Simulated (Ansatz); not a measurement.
Values for one crystal, relaxed and computed with PBEsol (plane waves, PAW; program Ansatz); other levels are named.

```yaml
volume_per_atom: 16.59 Å³
electronic_character: metallic (no gap)
Density of states at the Fermi level: 0.45 states/eV per atom (mean over ±0.08 eV)
Bulk modulus (Birch–Murnaghan fit): 81.2 GPa
Gap with spin–orbit coupling: none (metallic)
Formation energy from the elements (no fitted shifts): 0.42 eV/atom
Pressure derivative B′: 4.3
```

Problem. Which compound is it?
A. BaCd2Ge2, I4/mmm (Ge on 4e, Cd on 4d, Ba on 2a)
B. Si2Ru, P4/mmm (Si on 2h, Ru on 1a)
C. SnGe, P-6m2 (Sn on 1a, Ge on 1f)
D. SiGe, R-3m (Ge on 3a, Si on 3b)

Solution. D, SiGe, R-3m (Ge on 3a, Si on 3b)

The start of the workflow was typed in or built on a structure type; neither database checked (COD, Materials Project) lists it. Its standing as an ambient phase is unchecked. Symmetry was held in the PBEsol relaxation; of distortions, only those at the zone centre were tested, and some modes there are weakly imaginary. Its formation energy is positive at this level, so the cell may be metastable or incomplete. The references are the lowest solids computed at this level, not always the standard phases. Scalar-relativistic: spin–orbit coupling is off unless named, which matters more the heavier the elements.

Potentials: the later of the program's two PAW sets.
